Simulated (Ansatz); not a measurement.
The relaxed structure here is a generated cell of InAgTe2: the first start was made by a random draw of sites in a space group, and the end was not matched to a known phase here, so it may be hypothetical.

One stationary structure of InAgTe₂. Space group P4₂/m (No. 84). Calculation: PBE (plane waves to 420 eV, PAW, scalar-relativistic; Ansatz, a program for electronic structure).

Space group P4₂/m (No. 84); a = b = 6.0374 Å, c = 8.5147 Å, α = β = γ = 90.00°

```tsv
atom	site	symmetry	x	y	z
Ag	2f	-4..	0.5000	0.5000	0.2500
In	2e	-4..	0.0000	0.0000	0.2500
Te	4j	m..	0.6056	0.2115	0.0000
```

- Volume per atom: 38.80 Å³
- Band gap: no gap (metallic)
- Shortest distances: Ag–Te 2.82 Å; Te–Te 2.85 Å; In–Te 3.44 Å
- k-mesh: 8×8×6

Band energies at high-symmetry points (eV from the Fermi level; labels of this space group; no spin-orbit coupling), from −5 eV up to 4.2 eV:

| point | energies |
|---|---|
| Γ | -4.83 -4.75 -4.74 -4.74 -4.65 -4.50 -4.50 -4.28 -4.23 -4.19 -4.00 -3.61 -2.68 -2.41 -2.41 -2.29 -2.19 -1.54 -1.54 -1.17 1.07 1.07 1.24 2.05 2.05 2.57 2.57 3.04 3.22 3.63 4.12 |
| X | -4.77 -4.70 -4.68 -4.39 -4.37 -4.34 -4.34 -4.26 -4.17 -4.16 -3.92 -3.21 -2.81 -2.46 -1.92 -1.77 -1.68 -0.75 -0.18 -0.13 0.65 1.46 1.51 2.07 2.24 2.55 3.11 3.89 |
| M | -4.99 -4.95 -4.95 -4.91 -4.90 -4.90 -4.28 -4.25 -4.16 -4.11 -3.87 -3.77 -3.55 -3.23 -3.23 -2.72 -2.72 -1.38 -0.74 -0.74 -0.60 0.05 0.65 1.62 1.62 2.30 2.41 2.83 2.83 3.43 |
| Z | -4.84 -4.84 -4.39 -4.39 -4.33 -4.33 -4.13 -4.13 -3.70 -3.70 -2.93 -2.93 -2.71 -2.71 -1.19 -1.19 -0.99 -0.99 0.79 0.79 1.65 1.65 1.98 1.98 2.68 2.68 3.23 3.23 |
| R | -4.95 -4.91 -4.82 -4.61 -4.48 -4.32 -4.29 -4.26 -4.04 -3.78 -3.55 -3.10 -2.85 -2.65 -2.20 -1.80 -1.42 -1.38 0.10 0.24 1.05 1.42 1.54 1.83 2.07 2.66 2.93 3.26 3.92 4.02 |
| A | -4.76 -4.76 -4.39 -4.39 -4.37 -4.37 -4.07 -4.07 -3.69 -3.69 -2.42 -2.42 -2.33 -2.33 -2.19 -2.19 -0.64 -0.64 0.54 0.54 1.11 1.11 2.45 2.45 2.85 2.85 |

The relaxed cell holds bonded Te–Te pairs (2.85 Å). No spin polarisation in the result.

The run could not lose the symmetry of its start: the end is stationary, and may be a saddle point rather than a minimum.
